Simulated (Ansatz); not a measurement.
**MgZn5O6: vibrational free energy, entropy and heat capacity**

Method: DFT PBE, scalar-relativistic, plane waves, PAW in Ansatz. Settings: 420 eV plane-wave cutoff, Γ-centred 8×8×2 mesh, fixed occupations. No spin polarisation. Phonons by linear response, acoustic sum rule imposed.

Relaxed structure:
```cif
data_structure
_symmetry_space_group_name_H-M 'P 1'
_symmetry_Int_Tables_number 1
_cell_length_a 3.2709
_cell_length_b 3.2709
_cell_length_c 13.7852
_cell_angle_alpha 90.000
_cell_angle_beta 90.000
_cell_angle_gamma 90.000
_cell_volume 147.48
loop_
_atom_site_label
_atom_site_type_symbol
_atom_site_fract_x
_atom_site_fract_y
_atom_site_fract_z
_atom_site_occupancy
Mg1 Mg 0.00000 0.00000 0.50000 1
Zn1 Zn 0.00000 0.00000 0.83290 1
Zn2 Zn 0.50000 0.50000 0.00000 1
Zn3 Zn 0.00000 0.00000 0.16710 1
Zn4 Zn 0.50000 0.50000 0.33431 1
Zn5 Zn 0.50000 0.50000 0.66569 1
O1 O 0.50000 0.00000 0.08355 1
O2 O 0.00000 0.50000 0.25062 1
O3 O 0.50000 0.00000 0.41839 1
O4 O 0.00000 0.50000 0.58161 1
O5 O 0.50000 0.00000 0.74938 1
O6 O 0.00000 0.50000 0.91645 1
```

It was reached by relaxing an invented guess, and it needn't be the stable form of this composition. The q mesh is coarse, so values between its points are rough.

Force constants from linear response on a 2×2×1 q mesh, interpolated to a fine mesh.

Phonon density of states, in bins of 10 cm⁻¹:
| bin centre (cm⁻¹) | share of modes (%) |
| --- | --- |
| -5 | 0.0 |
| 5 | 0.1 |
| 15 | 0.1 |
| 25 | 0.2 |
| 35 | 0.4 |
| 45 | 0.5 |
| 55 | 0.7 |
| 65 | 1.0 |
| 75 | 1.4 |
| 85 | 2.2 |
| 95 | 3.3 |
| 105 | 3.3 |
| 115 | 3.7 |
| 125 | 3.3 |
| 135 | 2.9 |
| 145 | 3.0 |
| 155 | 2.3 |
| 165 | 2.0 |
| 175 | 2.2 |
| 185 | 0.9 |
| 195 | 0.9 |
| 205 | 1.2 |
| 215 | 1.7 |
| 225 | 3.1 |
| 235 | 3.0 |
| 245 | 0.8 |
| 255 | 0.7 |
| 265 | 0.1 |
| 275 | 0.2 |
| 285 | 0.5 |
| 295 | 1.2 |
| 305 | 0.5 |
| 315 | 0.3 |
| 325 | 0.3 |
| 335 | 0.4 |
| 345 | 0.6 |
| 355 | 0.8 |
| 365 | 0.3 |
| 375 | 0.7 |
| 385 | 1.7 |
| 395 | 2.8 |
| 405 | 4.3 |
| 415 | 3.9 |
| 425 | 4.3 |
| 435 | 4.3 |
| 445 | 2.1 |
| 455 | 1.7 |
| 465 | 1.9 |
| 475 | 2.4 |
| 485 | 1.6 |
| 495 | 3.1 |
| 505 | 4.9 |
| 515 | 4.3 |
| 525 | 2.3 |
| 535 | 0.8 |
| 545 | 0.7 |
| 555 | 0.7 |
| 565 | 0.9 |
| 575 | 0.1 |
| 585 | 0.1 |
| 595 | 0.0 |
| 605 | 0.0 |
| 615 | 0.0 |

Problem. How much zero-point energy does an atom carry?

Solution. 58.0 meV.

Problem. How large are the vibrational entropy and heat capacity at 300 K?

Solution. S = 2.67 k_B and C_V = 2.43 k_B per atom, 81 % of the Dulong–Petit value.

Problem. Tabulate them against temperature.

Solution.
```
T (K)  F_vib (meV/atom)  S (k_B/atom)  C_V (k_B/atom)
  100              55.7          0.73            1.07
  200              44.9          1.77            1.97
  300              25.6          2.67            2.43
  400              -0.6          3.40            2.65
  500             -32.6          4.00            2.76
  600             -69.3          4.51            2.83
  700            -110.2          4.95            2.87
  800            -154.5          5.34            2.90
  900            -202.1          5.68            2.92
 1000            -252.4          5.99            2.94
```
